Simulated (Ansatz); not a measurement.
Pd (fcc, Cu type)

```yaml
crystal:
  lattice:
    - [0.00000, 1.93777, 1.93777]
    - [1.93777, 0.00000, 1.93777]
    - [1.93777, 1.93777, 0.00000]
  atoms:
    - { symbol: Pd, position: [0.00000, 0.00000, 0.00000] }
```

The volume is varied about the relaxed value V₀ at fixed cell shape. Symmetry pins the atoms to their sites.

These are PBEsol (plane waves to 420 eV, PAW, scalar-relativistic; Ansatz, a first-principles code) values and carry that method's errors. k mesh 21×21×21 (Γ-centred), Fermi-Dirac smearing 0.05 eV. E stands for the smeared free energy. Stress and pressure are positive under compression. Pd is run without spin polarisation. Pd was relaxed with its symmetry unable to fall. The PAW data are Ansatz's earlier set. The zero of ΔE is the relaxed starting cell.

The scan covers V/V₀ from 0.900 to 1.100 in 9 points.

Task: What is ΔE at V/V₀ = 1.100?

Result: 76 meV/atom.

Task: What is ΔE at V/V₀ = 0.900?

Result: 116 meV/atom.

Task: What pressure does the cell carry at V/V₀ = 0.900?

Result: 28.6 GPa.

(A scan under strain: stresses follow from slopes of the energy per volume, elastic moduli from its curvatures.)
